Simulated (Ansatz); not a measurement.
Sc3SnB (anti-perovskite)

```
Sc3SnB
1.0
    4.60224     0.00000     0.00000
    0.00000     4.60224     0.00000
    0.00000     0.00000     4.60224
Sc Sn B
3 1 1
Cartesian
  2.30112   0.00000   2.30112
  0.00000   2.30112   2.30112
  2.30112   2.30112   0.00000
  0.00000   0.00000   0.00000
  2.30112   2.30112   2.30112
```

The slice is a {110} plane (indices of the conventional cell) through the point (0.500, 0.000, 0.500) (fractional), spanned by u = [100] and v = [011] in vectors of this cell: u (4.60 Å) and v (6.51 Å, at 90° to u). It covers one period; positions are fractions (u, v).

Method: PBEsol (plane waves to 420 eV, PAW, scalar-relativistic; Ansatz, a program for electronic structure). k mesh 10×10×10. These are valence fields of a PAW run, semicore shells included where kept as valence: close to a nucleus they are smooth pseudo fields. At this level the bands of Sc3SnB touch or barely overlap. Sc3SnB is run without spin polarisation. Sc3SnB was relaxed with its symmetry unable to fall.

Question: Predict the map of the valence electron density on the slice.

Answer: 
```
|@@@@%%**--..                  ..--**%%@@|
|@@%%##++::                      ::++##%%|
|##**++--..                      ..--++**|
|==--::....                      ....::--|
|::........      ..........      ........|
|..........  ..................  ........|
|........................................|
|..........  ..................  ........|
|::........      ..........      ........|
|==--::....                      ....::--|
|##**++--..                      ..--++**|
|@@%%##++::                      ::++##%%|
|@@@@%%**--..                  ..--**%%@@|
|@@@@@@##==..                  ..==##@@@@|
|@@@@%%**--..                  ..--**%%@@|
|@@%%##++::                      ::++##%%|
|##**++--..                      ..--++**|
|==--::....                      ....::--|
|::........      ..........      ........|
|..........  ..................  ........|
|........................................|
|..........  ..................  ........|
|::........      ..........      ........|
|==--::....                      ....::--|
|##**++--..                      ..--++**|
|@@%%##++::                      ::++##%%|
|@@@@%%**--..                  ..--**%%@@|
|@@@@@@##==..                  ..==##@@@@|
```
Scale: ten equal steps from -1.10 (start of ' ') to 0.87 (end of '@'), in the order ' .:-=+*#%@'. Values: log₁₀ of the valence density in e/Å³. The map has 20 points along u (two characters each, u = 0 at the left) and 28 along v (v = 0 in the bottom row). The scale is logarithmic, as a density can span decades between atoms and voids.
